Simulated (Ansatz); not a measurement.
A distorted cell of LiNbO$_{3}$ (LiNbO3 type, space group R3c):

```yaml
crystal:
  lattice:
    - [2.59491, 1.49817, 4.67185]
    - [-2.59491, 1.49817, 4.67185]
    - [0.00000, -2.99635, 4.67185]
  atoms:
    - { symbol: Li, position: [0.71787, 0.70921, 0.68081] }
    - { symbol: Li, position: [0.19605, 0.18739, 0.22445] }
    - { symbol: Nb, position: [0.98459, 0.97045, 0.99652] }
    - { symbol: Nb, position: [0.49726, 0.48311, 0.47119] }
    - { symbol: O, position: [0.61373, 0.88153, 0.29597] }
    - { symbol: O, position: [0.84430, 0.26816, 0.64534] }
    - { symbol: O, position: [0.22552, 0.61976, 0.89537] }
    - { symbol: O, position: [0.75828, 0.40317, 0.10721] }
    - { symbol: O, position: [0.36594, 0.13882, 0.73046] }
    - { symbol: O, position: [0.13280, 0.80091, 0.35209] }
```

All values below come from PBE (plane waves to 420 eV, PAW, scalar-relativistic; Ansatz, an electronic-structure program). k mesh 8×8×8 (Γ-centred), Fermi-Dirac smearing 0.05 eV. Compression counts positive. LiNbO3 is run without spin polarisation. LiNbO3 was relaxed with its symmetry unable to fall.

**Question.** Predict the force on every atom, in eV/Å.

**Answer.** 
```
atom      Fx      Fy      Fz
----  ------  ------  ------
Li1   -0.005  -0.099   0.082
Li2   -0.037   0.101   0.125
Nb3   -0.434   0.297   0.133
Nb4   -0.239  -0.613   0.103
O5     0.243   0.324  -0.269
O6     0.125   0.131  -0.038
O7     0.157   0.160   0.092
O8     0.146  -0.070  -0.126
O9    -0.095  -0.025   0.179
O10    0.139  -0.207  -0.281
```

**Question.** What is the stress tensor (GPa)?

**Answer.** 
```
   0.50     2.43    -1.83
   2.43    -0.35    -0.71
  -1.83    -0.71     0.16
```
The pressure, a third of the trace, is 0.10 GPa.

(For displaced atoms, the force is minus the slope of the energy, and its curvature is a force constant, which sets phonon frequencies.)
